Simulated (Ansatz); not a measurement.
Given:

LaMg2Si2:
```
LaMg2Si2
1.0
    4.31830     0.00000     0.00000
    0.00000     4.31830     0.00000
    0.00000     0.00000     5.82125
La Mg Si
1 2 2
Direct
  0.00000   0.00000   0.00000
  0.00000   0.50000   0.50000
  0.50000   0.00000   0.50000
  0.50000   0.50000   0.19879
  0.50000   0.50000   0.80121
```

This is the r²SCAN-relaxed structure.

All from the program Ansatz at the r²SCAN level (PAW), unless another level is named. Predict the electronic character.

metallic (no gap).

Predict the density of states at the Fermi level.

0.30 states/eV per atom (mean over ±0.08 eV).

Next, the formation energy from the elements (no fitted shifts)?

-0.53 eV/atom.

Space group P4/mmm. The workflow started from a Materials Project entry (that database holds measured and hypothetical structures alike); the Crystallography Open Database copy checked does not list it. Its standing as an ambient phase is unchecked. Symmetry was held in the r²SCAN relaxation; whether a distortion lowers the energy is not shown. The references are the lowest solids computed at this level, not always the standard phases. Spin–orbit coupling is left out wherever it is not named.

Potentials: the later of the program's two PAW sets.
